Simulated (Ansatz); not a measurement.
**Question.** Each is relaxed and computed with PBE (plane waves, PAW; program Ansatz). Which is the only metal?
A) Te2Mo, P6_3/mmc (Mo on 2c, Te on 4f)
B) Ca6Sb2PN, Fm-3m (Ca on 24e, Sb on 8c, P on 4a, N on 4b)
C) BP, Pm-3n (B on 6c, P on 6d)
D) MoP, I4_1md (Mo on 4a, P on 4a)

**Answer.** D, MoP, I4_1md (Mo on 4a, P on 4a). MoP: metal; BP: gap 0.63 eV (indirect); Ca6Sb2PN: gap 0.63 eV (direct); Te2Mo: gap 0.97 eV (indirect). Constructed cells (a structure type filled with these elements, in neither database checked): MoP, I4_1md (Mo on 4a, P on 4a). Typed or built starts, not in the databases checked: BP, Pm-3n (B on 6c, P on 6d); Ca6Sb2PN, Fm-3m (Ca on 24e, Sb on 8c, P on 4a, N on 4b). Not the usual ambient phase: BP, Pm-3n (B on 6c, P on 6d). Weakly bound layers, chains or molecules computed without a dispersion correction, so cells and soft constants are ill determined: Te2Mo, P6_3/mmc (Mo on 2c, Te on 4f). All cells were relaxed under the symmetry of their starts (and spin orders); stability against distortions was not tested throughout. Rows with no word on spin ran without spin polarisation. Spin–orbit coupling is left out wherever it is not named.

Potentials: the later of the program's two PAW sets.
